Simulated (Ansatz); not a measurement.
YN:
```cif
data_NY
_chemical_formula_sum 'Y1 N1'
_space_group_name_H-M_alt 'P 1'
_space_group_IT_number 1
_cell_length_a 3.46182
_cell_length_b 3.46182
_cell_length_c 3.46182
_cell_angle_alpha 60.000
_cell_angle_beta 60.000
_cell_angle_gamma 60.000
loop_
_space_group_symop_operation_xyz
  'x, y, z'
loop_
_atom_site_label
_atom_site_type_symbol
_atom_site_fract_x
_atom_site_fract_y
_atom_site_fract_z
_atom_site_occupancy
Y1 Y 0.00000 0.00000 0.00000 1
N1 N 0.50000 0.50000 0.50000 1
```

Relaxed with r²SCAN.

Question: Tabulate the valence density and the electron localisation function along the shortest Y–N contact (2.45 Å), DFT-r²SCAN in the program Ansatz with PAW potentials.

Answer: 

| distance from Y (Å) | density (e/Å³) | ELF |
|---|---|---|
| 0.24 | 3.20 | 0.58 |
| 0.37 | 3.52 | 0.76 |
| 0.49 | 3.32 | 0.84 |
| 0.61 | 2.65 | 0.87 |
| 0.73 | 1.83 | 0.84 |
| 0.86 | 1.11 | 0.73 |
| 0.98 | 0.65 | 0.43 |
| 1.10 | 0.41 | 0.18 |
| 1.22 | 0.34 | 0.14 |
| 1.35 | 0.36 | 0.28 |
| 1.47 | 0.47 | 0.55 |
| 1.59 | 0.67 | 0.74 |
| 1.71 | 1.00 | 0.81 |
| 1.84 | 1.54 | 0.81 |
| 1.96 | 2.34 | 0.75 |
| 2.08 | 3.08 | 0.56 |
| 2.20 | 3.38 | 0.27 |

The density is the valence pseudo-density with augmentation charge, so density and ELF within about 1 Å of a nucleus are not all-electron values.

Space group Fm-3m (rock salt). The r²SCAN relaxation kept the symmetry of its start. The run is not spin-polarised.

Potentials: the earlier of the program's two PAW sets.
